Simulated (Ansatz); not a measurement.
A geometry of Sc3In away from equilibrium: step 4 of the relaxation of a relaxed Sc3In cell with every coordinate shifted by Gaussian noise of σ = 0.45 Å. The numbers are results of r2SCAN (plane waves to 500 eV, PAW, scalar-relativistic; Ansatz, an electronic-structure program), not measurements. Γ-centred k-mesh 7×7×7 on the run's cell (coarser than for final values), Fermi–Dirac smearing 0.05 eV.

```xyz
4
Lattice="4.5440 -0.0009 0.0000 -0.0009 4.5231 0.0303 0.0000 0.0303 4.4765" Properties=species:S:1:pos:R:3:forces:R:3 pbc="T T T" free_energy=-12034.323 pressure_GPa=1.8
Sc     2.1820     2.3493    -0.3312    0.0097    0.1496    0.6514
Sc    -0.0507     2.6396     1.8315   -0.3949   -1.0822    0.6595
Sc     2.1500     0.0011     2.2457    0.1968    1.4636   -1.4651
In    -0.1337     0.3158    -0.2975    0.1885   -0.5309    0.1543
```

Positions in Å, forces in eV/Å, free energy of the cell in eV (comparable only within this code, potentials and settings). Largest force: 2.08 eV/Å, on Sc3 (atoms numbered as listed); the geometry lies 0.15 eV/atom above the end of its relaxation.

No spin polarisation in the result. A magnetic state may lie lower.

The cell that was disturbed is our relaxation of an entry of Materials Project.
